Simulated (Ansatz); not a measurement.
Input and command of a calculation in Ansatz (plane waves; scalar-relativistic PAW potentials unless the input names others):

```yaml
crystal:
  lattice:
    - [-1.24663832, 1.24663832, 1.14031533]
    - [1.24663832, -1.24663832, 1.14031533]
    - [1.24663832, 1.24663832, -1.14031533]
  atoms:
    - { symbol: Mg, position: [0.0, 0.0, 0.0] }
basis:
  ecutwfc: 500
kpoints:
  mp_grid: { grid: [20, 20, 20] }
hamiltonian:
  xc: r2scan
scf:
  occupations: { method: gaussian, width: 0.15 }
  max_iter: 75
output:
  forces: true
  eigenvalues: true
  stress: true
```

```bash
ansatz run input.yaml --threads 1 --pin off --max-ram 1228MiB --backend cpu --events-out ev --progress --plain --runs-dir out
```

Abridged log:
```
Basis set: ecut = 500 eV, 177 PW (Γ), exchange–correlation on 64×64×64 points (64 copies of the dense FFT grid, shifted against one another)
Bands: 9, of which v1, the nominal top of the filled ones, is band 5 counted from 1 (4 counted from 0)
Symmetry: 16 space group operations
k-points: 641 of 8000
SCF iter   1: F=—  HF=-1918.776792 eV  |F-HF|=—  |Δ(HF+E_count)|=         —  Δρ=1.83e-2  dr2=1.16e-2  dr2_τ=2.96e-2  ethr=1.77e-3  ⟨swp⟩=5.1  Hψ=38483  notcnv=0
SCF iter   2: F=—  HF=-1918.860774 eV  |F-HF|=—  |Δ(HF+E_count)|=   8.40e-2  Δρ=1.03e-2  dr2=3.88e-3  dr2_τ=1.57e-5  ethr=1.16e-4  ⟨swp⟩=2.0  Hψ=16647  notcnv=0  defer=19
SCF iter   3: F=—  HF=-1918.860751 eV  |F-HF|=—  |Δ(HF+E_count)|=   2.30e-5  Δρ=6.10e-4  dr2=8.65e-6  dr2_τ=2.45e-5  ethr=3.88e-5  ⟨swp⟩=2.0  Hψ=11164  notcnv=0  defer=19
SCF iter   4: F=—  HF=-1918.860820 eV  |F-HF|=—  |Δ(HF+E_count)|=   6.85e-5  Δρ=1.96e-4  dr2=1.28e-6  dr2_τ=4.72e-7  ethr=8.65e-8  ⟨swp⟩=2.0  Hψ=8963  notcnv=0  defer=19
SCF iter   5: F=-1918.860823 eV  HF=-1918.860823 eV  |F-HF|=4.42e-8  |Δ(HF+E_count)|=   3.24e-6  Δρ=2.79e-5  dr2=1.71e-8  dr2_τ=4.22e-9  ethr=1.28e-8  ⟨swp⟩=2.7  Hψ=8177  notcnv=0  defer=19
SCF iter   6: F=-1918.860823 eV  HF=-1918.860823 eV  |F-HF|=9.55e-11  |Δ(HF+E_count)|=   5.00e-8  Δρ=1.02e-6  dr2=3.42e-11  dr2_τ=1.06e-11  ethr=1.71e-10  ⟨swp⟩=2.1  Hψ=20004  notcnv=0
the search or the solves at the SCF's close seem to have found levels that the self-consistency loop had missed (the run counts 1). By its estimate they hold under 1e-12 electrons; where the run keeps them, the occupations were computed again with them
SCF 1 converged in 6 iterations: F = -1918.860823 eV  dr2 = 3.42e-11
SCF converged after 6 iterations
Free energy (F): -1918.860823 eV
Harris-Foulkes:  -1918.860823 eV  (|F-HF|=9.55e-11)
Internal energy: -1918.858388 eV  (E = F + TS)
E sigma→0 (E₀):  -1918.859605 eV
Entropy (-TS):   -0.002435 eV (-2.435 meV/atom)
Fermi energy:    22.815561 eV
--- Forces (eV/Å), atoms counted from 1 ---
  atom   1  Mg     0.00000000     0.00000000     0.00000000
--- Stress (GPa, compression-positive) ---
      395.182386       0.000000       0.000000
        0.000000     395.182386       0.000000
        0.000000       0.000000     411.041072
  P = ⅓ Tr σ = 400.4686 GPa (4004.686 kbar)
```

Problem. The run was meant for a cell not far from equilibrium. What is wrong with this input?

Solution. The fault is a lattice far too small (lattice vectors times 0.700). Setting it back cures it. The run converged all the same, with an energy at zero smearing 7.5 eV/atom above the reference's, pressure 400.47 GPa, largest force 0.000 eV/Å, no gap on the mesh, so convergence alone doesn't show that an input is right. A reference run of the cell with lattice vectors -1.7809 1.7809 1.6290; 1.7809 -1.7809 1.6290; 1.7809 1.7809 -1.6290 Å and the atoms in their places converged with pressure 4.10 GPa, largest force 0.000 eV/Å, no gap on the mesh.